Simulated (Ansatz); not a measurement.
A relaxed cell of HfSiO4 (I4₁/amd (No. 141)), relaxed on a k-mesh at least as fine as the one used below. Level of theory: PBEsol (plane waves to 420 eV, PAW, scalar-relativistic; Ansatz, a quantum-chemistry and plane-wave program). Γ-centred k-mesh 4×4×4 on the run's cell (coarser than for final values), Fermi–Dirac smearing 0.05 eV.

```xyz
12
Lattice="-3.2911 3.2911 2.9830 3.2911 -3.2911 2.9830 3.2911 3.2911 -2.9830" Properties=species:S:1:pos:R:3 pbc="T T T"
O      3.2911     2.0747    -1.0851
O      3.2911     1.2163     2.5766
O      3.2911    -1.2163     2.5766
O      0.0000     1.2163     1.8980
O      1.2163     0.0000     4.0681
O      4.5074     0.0000     0.4064
O      2.0747     0.0000     0.4064
O      2.0747     3.2911     1.0851
Si     0.0000     0.0000     2.9830
Si     3.2911     0.0000     1.4915
Hf     0.0000     3.2911     1.4915
Hf     0.0000     0.0000     0.0000
```

The atoms are displaced by (Å):

```tsv
atom	ux	uy	uz
O1	-0.134	0.071	-0.097
O2	0.056	0.050	-0.072
O3	0.028	0.076	0.057
O4	-0.014	0.097	-0.032
O5	-0.067	-0.099	0.028
O6	-0.087	0.027	0.052
O7	0.009	-0.064	-0.147
O8	-0.124	-0.023	-0.029
Si9	-0.112	0.115	-0.144
Si10	0.039	0.131	-0.022
Hf11	-0.186	0.025	-0.045
Hf12	-0.045	-0.022	0.067
```

Task: What forces (eV/Å) and pressure result?

Result: 
```json
[
 {"atom": "O1", "Fx": "0.35", "Fy": "0.06", "Fz": "0.70"},
 {"atom": "O2", "Fx": "-0.96", "Fy": "2.21", "Fz": "2.18"},
 {"atom": "O3", "Fx": "-0.76", "Fy": "0.25", "Fz": "-1.67"},
 {"atom": "O4", "Fx": "0.37", "Fy": "0.08", "Fz": "-0.82"},
 {"atom": "O5", "Fx": "-2.67", "Fy": "1.02", "Fz": "-2.85"},
 {"atom": "O6", "Fx": "4.94", "Fy": "-0.01", "Fz": "-3.97"},
 {"atom": "O7", "Fx": "-0.13", "Fy": "0.75", "Fz": "3.21"},
 {"atom": "O8", "Fx": "1.95", "Fy": "0.77", "Fz": "-0.90"},
 {"atom": "Si9", "Fx": "-0.47", "Fy": "-3.05", "Fz": "6.83"},
 {"atom": "Si10", "Fx": "-4.89", "Fy": "-4.27", "Fz": "1.34"},
 {"atom": "Hf11", "Fx": "2.42", "Fy": "0.56", "Fz": "-0.52"},
 {"atom": "Hf12", "Fx": "-0.15", "Fy": "1.63", "Fz": "-3.53"}
]
```

Pressure +5.8 GPa.

Task: Estimate the energy cost of the displacement in the harmonic approximation and compare with the calculation.

Result: For a harmonic well ΔE = −½ Σ F·u = 2.204 eV a cell, or 184 meV/atom. The calculated energy relative to the undisplaced cell is +179 meV/atom, so the harmonic estimate holds well.

No spin polarisation in the result.

The run that gave the undisplaced cell could not lose the symmetry of its start; a randomly shaken copy of 12 atoms returns to this structure.

The first start was generated by placing the elements on the sites of a structure type. A measured structure of HfSiO4 has the same space group, I4₁/amd (No. 141); the sites were not compared with it.
